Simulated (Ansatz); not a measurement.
Computed properties of AlGaNi$_{6}$

AlGaNi6:
```
CELL_PARAMETERS angstrom
      3.53361     0.00000     0.00000
      0.00000     3.53361     0.00000
      0.00000     0.00000     7.06835
ATOMIC_POSITIONS crystal
  Al 0.00000 0.00000 0.00000
  Ga 0.00000 0.00000 0.50000
  Ni 0.50000 0.50000 0.00000
  Ni 0.50000 0.50000 0.50000
  Ni 0.50000 0.00000 0.24924
  Ni 0.50000 0.00000 0.75076
  Ni 0.00000 0.50000 0.24924
  Ni 0.00000 0.50000 0.75076
```
The run is spin-polarised; directions of the spins, atom by atom: 0 0 ↑ ↑ ↑ ↑ ↑ ↑.

Space group P4/mmm (No. 123); conventional cell a = 3.5336 Å, b = 3.5336 Å, c = 7.0684 Å, α = 90.00°, β = 90.00°, γ = 90.00°.

Method: the program Ansatz at the r²SCAN level (PAW). Geometry: relaxed at this level of theory. Other levels are named where they apply.

Cell and energy:

| Item | Value |
|---|---|
| Volume per atom | 11.03 Å³ |
| Density | 8.45 g/cm³ |
| Formation energy from the elements (no fitted shifts) | -0.35 eV/atom |

Electronic structure:

| Item | Result |
|---|---|
| Electronic character | metallic (no gap) |
| Density of states at the Fermi level | 0.49 states/eV per atom (mean over ±0.08 eV) |

Magnetism:

| Quantity | Result |
|---|---|
| Magnetic order | ferromagnetic |
| Net moment | 0.23 μB per atom |

The workflow started from a Materials Project entry (that database holds measured and hypothetical structures alike); the Crystallography Open Database copy checked does not list it. With Al and Ga taken as one species the cell has the higher symmetry Pm-3m, so it may be an ordered model of a mixed-site phase. Whether it is the stable phase at ambient conditions was not checked. The r²SCAN relaxation kept the symmetry of its start; its stability against distortions is not shown here. The final state is ferromagnetic, the only order run, not a proven ground state. Other orbital occupations within this spin state were not tried. For itinerant 3d metals, meta-GGAs of the SCAN family and hybrids are commonly reported to give too large moments. Point labels and valley counts follow the cell and symmetry of the run, lower than the named group. Axis ratios of metals converge slowly with the k-mesh, so a and c are less sure than the volume. The references are the lowest solids computed at this level, not always the standard phases. Scalar-relativistic: spin–orbit coupling is off unless named, which matters more the heavier the elements.

Potentials: the earlier of the program's two PAW sets. The files were generated under PBE; for other functionals the program regenerates the frozen cores, and for LDA and PBEsol the local potential too.
